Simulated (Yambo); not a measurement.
G0W0@PBEsol for NaI (rock salt, space group Fm-3m, No. 225) in Yambo. Reference settings: 4×4×4 Γ-centred k mesh, bands 3 to 180 and a 7 Ry block in the screening, 180 bands in G with the Bruneval-Gonze terminator, plasmon pole fitted at 27.2 eV. The PBEsol gap Γ → Γ on this mesh is 3.25 eV; G0W0 gaps are taken between the same points.

The settings were changed. The gap went from 5.25 eV to 5.21 eV, and the shift of the valence edge from -1.38 eV to -1.26 eV.

### Question
Name the change that produced these shifts.
(A) 64 bands in G, no terminator
(B) 3 Ry block
(C) 2×2×2 mesh
(D) pole fitted at 10 eV

### Answer
D, pole fitted at 10 eV. The others gave (gap, valence shift): 2×2×2 mesh: 5.13, -1.27 eV; 3 Ry block: 5.06, -1.18 eV; 64 bands in G, no terminator: 5.10, -0.91 eV.

Spin-orbit coupling is included.

Geometry relaxed with PBEsol; primitive cell a = 4.526 Å, b = 4.526 Å, c = 4.526 Å, α = 60.00°, β = 60.00°, γ = 60.00°.

A shift is the quasiparticle energy of the state minus its PBEsol energy.
